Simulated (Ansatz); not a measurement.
## SrTiO3: a film clamped to a substrate

Theory: DFT PBEsol, scalar-relativistic, plane waves, PAW (Ansatz). Settings: plane waves to 420 eV, k-mesh 8×8×8 (Γ-centred), Gaussian smearing 0.05 eV. No spin polarisation. Energies are free energies at this smearing, counted from the undisturbed cell; pressure is positive in compression.

Reference structure (relaxed at this level; it needn't be the usual structure):

```yaml
crystal:
  lattice:
    - [3.89112, 0.00000, 0.00000]
    - [0.00000, 3.89112, 0.00000]
    - [0.00000, 0.00000, 3.89112]
  atoms:
    - { symbol: Sr, position: [0.00000, 0.00000, 0.00000] }
    - { symbol: Ti, position: [0.50000, 0.50000, 0.50000] }
    - { symbol: O, position: [0.00000, 0.50000, 0.50000] }
    - { symbol: O, position: [0.50000, 0.00000, 0.50000] }
    - { symbol: O, position: [0.50000, 0.50000, 0.00000] }
```

The cell (5 atoms, V0 = 58.91 Å³) is strained by p along both x and y and by q along z, fractional coordinates fixed. τp = (1/V0) ∂E/∂p = (σxx + σyy)(1 + p)(1 + q) and τq = (1/V0) ∂E/∂q = σzz(1 + p)², with tension positive.

| p | q | ΔE (meV/atom) | τp (GPa) | τq (GPa) |
| --- | --- | --- | --- | --- |
| 0.000 | 0.000 | 0.00 | 0.00 | 0.00 |
| -0.015 | 0.000 | 7.94 | -14.70 | -3.19 |
| 0.015 | 0.000 | 7.18 | 12.63 | 3.03 |
| 0.000 | -0.015 | 3.07 | -3.18 | -5.69 |
| 0.000 | 0.015 | 2.76 | 3.05 | 4.85 |

Problem. Get the second derivatives of the energy density.

Solution. Central differences give A = ∂τp/∂p = 911 GPa (C11 + C22 + 2 C12), C = ∂τq/∂q = 351 GPa (C33) and the cross term B = ∂τq/∂p = 208 GPa (C13 + C23); ∂τp/∂q = 208 GPa must equal B, and any difference shows higher-order terms. The ions are clamped. In a cubic crystal C11 = C = 351, C12 = B/2 = 104 GPa and A should be 2(C11 + C12) = 910 GPa; the bulk modulus is (C11 + 2 C12)/3 = 186 GPa.

Problem. A film of this crystal grows with z along the normal on a substrate that imposes p. How does its thickness respond, and what does the misfit cost?

Solution. Count p and q from the stress-free cell. A free surface needs τq = 0, so q = −(B/C) p = -0.59 p. The energy density left is (A − B²/C) p²/2 = M p², with the biaxial modulus M = 394 GPa; a misfit of 1 % costs 2.90 meV/atom, against 3.35 meV/atom if the thickness were held.

At p = 0.030 the energies along q are 26.6 (q = -0.030), 23.6 (q = -0.015), 27.2 (q = 0.000), 36.3 (q = 0.015), 50.1 (q = 0.030) meV/atom.

Problem. Does the linear rule hold at this misfit?

Solution. A parabola through the lowest point and its neighbours has its minimum at q = -0.016, 23.6 meV/atom. With the stress left in the starting cell, τp0 and τq0, linear elasticity gives q = −(τq0 + Bp)/C = -0.018 and E = V0(τp0 p + τq0 q + Ap²/2 + Bpq + Cq²/2)/N = 26.1 meV/atom. The two agree within a tenth in energy.

Symmetry holds off the tilts and polar distortions that many cubic perovskites undergo.